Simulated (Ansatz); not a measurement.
**Notes on PIr₂**

```xyz
3
Lattice="0.0000 2.7536 2.7536 2.7536 0.0000 2.7536 2.7536 2.7536 0.0000" Properties=species:S:1:pos:R:3 pbc="T T T"
Ir    1.3768    1.3768    1.3768
Ir    4.1304    4.1304    4.1304
P     0.0000    0.0000    0.0000
```

Level: r2SCAN, no spin polarisation; 500 eV; 11×11×11 Γ-centred mesh; gaussian occupations (width 0.0941 eV); Ansatz 0.2.0, fixed geometry.

- Electronic structure: It is a metal, with about 0.75 states/eV a cell as the mean within 0.25 eV of the Fermi level, mostly Ir d (70 %) and P p (12 %).
- Forces: The forces vanish by the symmetry of the sites.
- Stress: The pressure is 7.0 GPa (compression positive), so with the atoms held at these fractions the cell would first expand.
- Formation energy: -0.47 eV an atom against the elements' usual phases (free molecules for gases, crystals otherwise, with no correction for O₂ or N₂), so it is bound against them; other compounds may still compete. Relaxing would lower it.
- Charges: Bader charges in e: P +0.36, Ir -0.18. In the mean P gives up most and Ir takes most.

Origin: a database entry at a rescaled volume.
